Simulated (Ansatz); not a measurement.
A generated cell, not matched to a known phase here, of VSe: P6₃mc (No. 186), hP4, wurtzite type; a = b = 3.913 Å, c = 6.907 Å, α = β = 90.00°, γ = 120.00°; V 2b (0.333, 0.667, 0.007); Se 2b (0.333, 0.667, 0.368). All values below come from PBEsol (plane waves to 420 eV, PAW, scalar-relativistic; Ansatz, a first-principles code). Element references, the lowest calculated here: V (Im-3m), Se (P3₁21).

**Question.** What formation energy of this P6₃mc form of VSe from the elements does PBEsol give?

**Answer.** -0.16 eV/atom.

A lower structure of this composition may exist.

Static energies, no anion corrections, no zero-point energy. Values are rounded to 0.01 eV/atom. Not shown to be the ambient phase of their composition (a lower form may be missing, and a cell relaxed within its start's symmetry can be a saddle point): VSe (P6₃mc). Spin state reached: ferromagnetic (net 1.50 μB/atom); other spin orders were not run from this start.
